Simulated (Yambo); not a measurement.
## KBr: sweep of GW parameters

G0W0@PBEsol for KBr (rock salt, space group Fm-3m, No. 225) in Yambo. Reference settings: 4×4×4 Γ-centred k mesh, 125 bands and a 8 Ry block in the screening, 125 bands in G with the Bruneval-Gonze terminator, plasmon pole fitted at 27.2 eV. The PBEsol gap Γ → Γ on this mesh is 4.34 eV; G0W0 gaps are taken between the same points.

```tsv
change from the reference	G0W0 gap Γ → Γ (eV)	shift of the valence edge (eV)	rough Yambo cost
reference settings	6.96	-1.90	1
24 bands in W, 24 bands in G	6.91	-1.48	about 1/3
64 bands in W, 64 bands in G	6.90	-1.78	within a factor of two
wavefunctions cut at 10 Ry	6.96	-1.85	within a factor of two
exchange cut at 20 Ry	6.96	-1.90	–
exchange cut at 40 Ry	6.96	-1.90	–
exchange cut at 5 Ry	6.90	-1.61	–
24 bands in W, 24 bands in G, 2 Ry block	6.73	-1.38	about 1/4
64 bands in W, 64 bands in G, 6 Ry block	6.87	-1.76	within a factor of two
95 bands in W, 95 bands in G, 2 Ry block	6.51	-1.52	within a factor of two
3 Ry block	6.70	-1.69	within a factor of two
5 Ry block	6.86	-1.82	within a factor of two
6 Ry block	6.90	-1.86	within a factor of two
95 bands in W, 95 bands in G, 3 Ry block, no terminator	6.70	-1.65	within a factor of two
3 Ry block, no terminator	6.70	-1.68	within a factor of two
```

The reference isn't shown to be the converged limit. Costs are rough (shared machines), scaled to the same edge states, and given only for runs that recompute the screening.

Spin-orbit splittings are left out.

Geometry relaxed with PBEsol; primitive cell a = b = c = 4.6306 Å, α = β = γ = 60.00°.

A shift is the quasiparticle energy of the state minus its PBEsol energy.
